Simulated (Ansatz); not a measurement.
Moments of MoS against volume

These are results of DFT r2SCAN+U, scalar-relativistic, plane waves, PAW (Ansatz), not measurements.

```yaml
crystal:
  lattice:
    - [0.00000, 2.97238, 2.97238]
    - [2.97238, 0.00000, 2.97238]
    - [2.97238, 2.97238, 0.00000]
  atoms:
    - { symbol: Mo, position: [0.00000, 0.00000, 0.00000] }
    - { symbol: S, position: [0.25000, 0.25000, 0.25000] }
```

```
plane-wave cutoff                                : 500 eV
Γ-centred k-mesh                                 : 12×12×12
occupation rule                                  : Gaussian smearing, 0.1 eV
U_eff on Löwdin-orthogonalised atomic d orbitals : Mo 4.38 eV
list of starting moments (μB, in atom order)     : 2 0
check for lower electronic states after the SCF  : asked for but not made
```

The cell is scaled evenly at fixed fractional positions, V₀ being the volume of the cell shown; start: ferromagnetic. The states are those that the runs reached from these starts; a lower one can exist. Energies are extrapolated to zero smearing.

Site moments are spin moments in atom-centred spheres that scale with the neighbour distance.

```tsv
V/V₀	E above lowest (meV/atom)	P (GPa)	cell moment (μB)	site moments (μB)
0.800	295.9	22.2	4.00	Mo +2.66, S -0.10
0.860	126.9	12.7	4.00	Mo +2.79, S -0.15
0.920	36.7	6.0	4.00	Mo +2.90, S -0.20
0.960	8.6	2.7	4.00	Mo +2.97, S -0.23
1.000	0.0	0.0	4.00	Mo +3.04, S -0.25
1.040	6.9	-2.1	4.00	Mo +3.11, S -0.28
1.100	39.6	-4.4	4.00	Mo +3.20, S -0.32
1.180	112.2	-6.5	4.00	Mo +3.31, S -0.37
```

Cost: 8 runs of about 4.2 core-minutes in all, on Intel Xeon 6975P-C (Granite Rapids) (shared hosts).